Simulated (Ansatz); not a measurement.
**Sn, one cell by several methods**

```yaml
crystal:
  lattice:
    - [0.00000, 3.24560, 3.24560]
    - [3.24560, 0.00000, 3.24560]
    - [3.24560, 3.24560, 0.00000]
  atoms:
    - { symbol: Sn, position: [0.50000, 0.50000, 0.50000] }
    - { symbol: Sn, position: [0.75000, 0.75000, 0.75000] }
```

Atoms are numbered in the order listed.

The cell is COD entry 9008568, as deposited and not checked against the literature; nothing was relaxed.

Spin–orbit coupling is left out, though it moves levels of the heavy atoms by tenths of an eV or more.

Levels of theory: DFT, PBEsol, PAW with Ansatz's default frozen-core files, scalar-relativistic (Ansatz 0.2.0); DFT, PBEsol, all-electron LAPW, scalar-relativistic (Ansatz 0.2.0).

For PAW: a Γ-centred 11×11×11 k mesh, Fermi–Dirac smearing of 0.05 eV, cutoff 420 eV, no spin polarisation; the PAW files were made with PBE, and the program remakes their frozen cores for this functional. LAPW targets a basis error of 1 meV/atom. The Ansatz runs share mesh, smearing and spin set-up. Plane-wave (PAW) pressures include the program's estimate of the Pulay term.

Stress and pressure are positive in compression.

Levels count from the Fermi level.

PAW results:

| quantity | PAW |
| --- | --- |
| pressure (GPa) | 0.99 |
| highest filled level at X (eV) | -2.454 |
| lowest empty level at X (eV) | 0.772 |
| highest filled level at U (eV) | -2.094 |
| lowest empty level at U (eV) | 1.057 |
| highest filled level at L (eV) | -0.051 |
| lowest empty level at L (eV) | 3.225 |

Q: What does LAPW (all electrons) give for the same quantities?

A: 
| quantity | LAPW |
| --- | --- |
| pressure (GPa) | 0.99 |
| highest filled level at X (eV) | -2.454 |
| lowest empty level at X (eV) | 0.772 |
| highest filled level at U (eV) | -2.094 |
| lowest empty level at U (eV) | 1.057 |
| highest filled level at L (eV) | -0.051 |
| lowest empty level at L (eV) | 3.225 |
